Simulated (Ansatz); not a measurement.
## Computed properties of TiP

TiP:
```
TiP
1.0
    3.45453     0.00000     0.00000
   -1.72727     2.99171     0.00000
    0.00000     0.00000    11.60706
Ti P
4 4
Cartesian
  0.00000   1.99447   4.45496
  1.72727   0.99724   7.15210
  1.72727   0.99724  10.25849
  0.00000   1.99447   1.34857
  1.72727   0.99724   2.90177
  0.00000   1.99447   8.70530
  0.00000   0.00000   5.80353
  0.00000   0.00000   0.00000
```

Space group P6_3/mmc (No. 194); conventional cell a = b = 3.4545 Å, c = 11.6071 Å, α = β = 90.00°, γ = 120.00°.

Method: the program Ansatz at the PBEsol level (PAW). Geometry: relaxed at this level of theory. Other levels are named where they apply.

Cell and energy:

```yaml
volume_per_atom: 14.99 Å³
density: 4.37 g/cm³
Formation energy from the elements (no fitted shifts): -1.28 eV/atom
```

Electronic structure:

```yaml
electronic_character: metallic (no gap)
Density of states at the Fermi level: 0.35 states/eV per atom (mean over ±0.08 eV)
```

Mechanics:

```yaml
Bulk modulus (Birch–Murnaghan fit): 150 GPa
Pressure derivative B′: 4.0
Elastic constants (relaxed ions, GPa): C11 = 239, C12 = 90.8, C13 = 108, C33 = 268, C44 = 150
mechanical_stability: stable (all eigenvalues of C positive)
hill_bulk_and_shear_moduli: 150 and 98.1 GPa
Young's modulus: 242 GPa
Poisson's ratio: 0.23
debye_temperature_from_the_elastic_constants: 634 K
```

Phonons:

```yaml
highest_zone_centre_frequency: 426 cm^-1
zone_centre_stability: no imaginary mode at Γ
```

The workflow started from a Materials Project entry (that database holds measured and hypothetical structures alike); the Crystallography Open Database files this formula in space group No. 194, but the cells were not matched. Its standing as an ambient phase is unchecked. The cell was relaxed with PBEsol under the symmetry of its start. No spin polarisation was allowed. As this level gives no gap, shear constants depend on the k-mesh and smearing (Fermi–Dirac, 0.1 eV here). As this level gives no gap, phonon frequencies hold no LO–TO term and depend on the k-mesh and smearing (Fermi–Dirac, 0.1 eV here). The references are the lowest solids computed at this level, not always the standard phases.

Potentials: the later of the program's two PAW sets.
